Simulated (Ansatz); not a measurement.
A geometry of Pb away from equilibrium: the start of the relaxation of a generated cell, Pb placed in the A7 structure type. The numbers are results of PBE (plane waves to 420 eV, PAW, scalar-relativistic; Ansatz, a first-principles code), not measurements. Γ-centred k-mesh 9×9×9 on the run's cell (coarser than for final values), Fermi–Dirac smearing 0.05 eV.

```xyz
2
Lattice="2.2424 1.2946 4.1582 -2.2424 1.2946 4.1582 0.0000 -2.5893 4.1582" Properties=species:S:1:pos:R:3:forces:R:3 pbc="T T T" free_energy=-23816.943 pressure_GPa=1.4
Pb     0.0000     0.0000     2.8385    0.0000    0.0000    1.0873
Pb     0.0000     0.0000     9.6362    0.0000    0.0000   -1.0873
```

Positions in Å, forces in eV/Å, free energy of the cell in eV (comparable only within this code, potentials and settings). Largest force: 1.09 eV/Å, on Pb1, Pb2 (atoms numbered as listed); the geometry lies 0.37 eV/atom above the end of its relaxation.

No spin polarisation in the result.

The run could not lose the symmetry of its start; a randomly shaken copy of 2 atoms returns to this structure.
